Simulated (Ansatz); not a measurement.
The relaxed structure here is a generated cell of W: the first start was made by placing the elements on the sites of a structure type, and the end was not matched to a known phase here, so it may be hypothetical. Known forms of W include space group No. 229.

A relaxed cell of W (I4₁/amd (No. 141)), relaxed on a k-mesh at least as fine as the one used below. Level of theory: r2SCAN (plane waves to 500 eV, PAW, scalar-relativistic; Ansatz, a program for electronic structure). Γ-centred k-mesh 14×14×14 on the run's cell (coarser than for final values), Fermi–Dirac smearing 0.05 eV.

```
CELL_PARAMETERS angstrom
     -2.54262     2.54262     1.34096
      2.54262    -2.54262     1.34096
      2.54262     2.54262    -1.34096
ATOMIC_POSITIONS crystal
  W  0.75000 0.25000 0.50000
  W  0.00000 0.00000 0.00000
```

The atoms are displaced along an unstable phonon of this cell by (Å):

| atom | ux | uy | uz |
|---|---|---|---|
| W1 | 0.000 | 0.000 | 0.150 |
| W2 | 0.000 | 0.000 | -0.150 |

Q: What forces (eV/Å) and pressure result?

A: 
```csv
atom,Fx,Fy,Fz
W1,0.00,0.00,-0.25
W2,0.00,0.00,0.25
```

Pressure -0.4 GPa.

No spin polarisation in the result.

The run that gave the undisplaced cell could not lose the symmetry of its start: the end is stationary, and may be a saddle point rather than a minimum.
